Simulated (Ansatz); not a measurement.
Polymorphs of Re, each relaxed with the program Ansatz at the r²SCAN level (PAW):

A: 9R (Sm type) (R-3m)
a = b = 2.761 Å, c = 20.056 Å, α = β = 90.00°, γ = 120.00°

| atom | site | symmetry | x | y | z |
|---|---|---|---|---|---|
| Re | 3a | -3m | 0.0000 | 0.0000 | 0.0000 |
| Re | 6c | 3m | 0.0000 | 0.0000 | 0.2223 |

B: P-6m2
a = b = 2.7609 Å, c = 13.3562 Å, α = β = 90.00°, γ = 120.00°

```tsv
atom	site	symmetry	x	y	z
Re	2g	3m.	0.0000	0.0000	0.3333
Re	2h	3m.	0.3333	0.6667	0.1669
Re	1a	-6m2	0.0000	0.0000	0.0000
Re	1f	-6m2	0.6667	0.3333	0.5000
```

C: bcc (W type) (Im-3m)
a = b = c = 3.0962 Å, α = β = γ = 90.00°

| atom | site | symmetry | x | y | z |
|---|---|---|---|---|---|
| Re | 2a | m-3m | 0.0000 | 0.0000 | 0.0000 |

### Question
Order them by energy per atom at 0 K (lowest first) at the level r²SCAN.

### Answer
B (+0 meV/atom), A (+8 meV/atom), C (+281 meV/atom)

Built on a structure type that need not be the filed one of that space group: C. Typed or built starts, not in the databases checked: B. Not the usual ambient phase: A; B; C. All cells were relaxed under the symmetry of their starts (and spin orders); stability against distortions was not tested throughout. Rows with no word on spin ran without spin polarisation. Scalar-relativistic: spin–orbit coupling is off unless named, which matters more the heavier the elements.

Energies hold the estimated change up to a 700 eV cutoff; steps of a few meV lie near the error of the meshes.

Potentials: the later of the program's two PAW sets.
